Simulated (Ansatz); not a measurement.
## Sr: energy along a strain

Sr, Fm-3m, a = 6.085 Å (as given, not relaxed at this level: -0.3 GPa). Ansatz: PBE, PAW, 420 eV, Γ-centred 14×14×14 mesh on 1 atom, Gaussian smearing 0.15 eV; no spin polarisation. Cell vectors (Å): 0.000 3.042 3.042; 3.042 0.000 3.042; 3.042 3.042 0.000. The cell is strained by x per cent times the pattern (0 0 0 0 0 1) in the order xx yy zz yz xz xy (engineering shears), with fractional coordinates held. y is the free energy over the start, V0 = 56.319 Å³/atom. Symmetry makes y even in x.

| x (%) | y (meV/atom) |
| --- | --- |
| -2.00 | ? |
| -1.00 | 0.18 |
| 0.00 | 0.00 |
| 0.50 | 0.04 |
| 1.50 | 0.40 |
| 1.75 | 0.54 |

Task: Fit y = c2 x² + c4 x⁴ to the other rows, get the stiffness along the pattern, and predict the missing energy.

Result: Least squares on the rows shown. y = 0.1802 x² − 0.001199 x⁴. The clamped-ion stiffness p·C·p = 2 × 1.802 eV × 160.2 / 56.319 Å³ = 10.3 GPa, which is C66 in these axes (C44 of the cubic crystal). At x = -2.00 the fit asked for gives 0.70 meV/atom. The run gave 0.70 meV/atom, the same to the digits shown.